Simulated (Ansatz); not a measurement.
Theory: Ansatz 0.2.0, DFT PBE, scalar-relativistic, plane waves, PAW, and for the lanthanide a 4f-in-core norm-conserving potential. Settings: cutoff 690 eV, Γ-centred meshes spaced at most about 0.3 Å⁻¹, and about 0.25 Å⁻¹ or finer for metals (2π included), Gaussian smearing. No spin polarisation in the final relaxations.

These are static total energies at zero pressure.

Two relaxed structures of HoHgF4:

1.

```yaml
crystal:
  lattice:
    - [0.00000, 3.42302, 3.42302]
    - [3.42302, 0.00000, 3.42302]
    - [3.42302, 3.42302, 0.00000]
  atoms:
    - { symbol: Ho, position: [0.25000, 0.25000, 0.25000] }
    - { symbol: Hg, position: [0.50000, 0.50000, 0.50000] }
    - { symbol: F, position: [0.87583, 0.37252, 0.87583] }
    - { symbol: F, position: [0.87583, 0.87583, 0.87583] }
    - { symbol: F, position: [0.87583, 0.87583, 0.37252] }
    - { symbol: F, position: [0.37252, 0.87583, 0.87583] }
```

2.

```yaml
crystal:
  lattice:
    - [4.13132, 0.00000, 0.00000]
    - [-2.06566, 3.57782, 0.00000]
    - [0.00000, 0.00000, 9.38807]
  atoms:
    - { symbol: Ho, position: [0.00000, 0.00000, 0.50000] }
    - { symbol: Hg, position: [0.00000, 0.00000, 0.00000] }
    - { symbol: F, position: [0.00000, 0.00000, 0.71325] }
    - { symbol: F, position: [0.00000, 0.00000, 0.28675] }
    - { symbol: F, position: [0.33333, 0.66667, 0.00000] }
    - { symbol: F, position: [0.66667, 0.33333, 0.00000] }
```

Question: Which form is favoured at zero pressure, and by what margin per atom?

Answer: Cell 2 is lower, by 198 meV/atom. Cell 1 has space group F-43m (No. 216), 13.4 Å³/atom and no gap on its mesh; cell 2 has space group P6/mmm (No. 191), 23.1 Å³/atom and no gap. Counting F atoms around Hg and Ho (those within 1.25 times the shortest such distance or 1.15 times the sum of covalent radii, 1.27 where that leaves under three; a plus sign parts nearer from farther groups; the shortest distance is added where it exceeds 1.18 times the sum of covalent radii), cell 1 has Ho 12, Hg 12 from 2.8 Å and cell 2 has Ho 2, Hg 6+2 from 2.4 Å. The lower one is the more open, so pressure narrows the difference. In cell 1, Ho is surrounded by 12 F at 2.84 Å and 4 Hg at 2.96 Å; around Hg lie 12 F at 2.84 Å and 4 Ho at 2.96 Å; around F lie 6 F at 2.40–2.44 Å, 3 Ho at 2.84 Å and 3 Hg at 2.84 Å. In cell 2, Ho is surrounded by 2 F at 2.00 Å; Hg has 6 F at 2.39 Å and 2 F at 2.69 Å; F on a site of symmetry 6mm is surrounded by 1 Ho at 2.00 Å and 1 Hg at 2.69 Å; 1 more site not described. Both come from invented guesses. A third cell relaxed alike, in Cmmm, lies 1.13 eV/atom below the lower of the two.

Weakly bound directions are ill-defined at this level, which has no dispersion term (P6/mmm), and this can change margins and order among such cells. Spin–orbit coupling, which can matter for Hg, is left out. In F-43m, P6/mmm an odd number of valence electrons (the lanthanide is held trivalent, its 4f shell in the core) allows no gap without spin; another valence of the lanthanide, a larger cell or a magnetic state could open one. A magnetic state wasn't ruled out in cells without spin, among them F-43m, P6/mmm. Cells relaxed within their symmetry can be saddle points.

The lanthanide is trivalent by construction, without f bands, f moments or other valences.
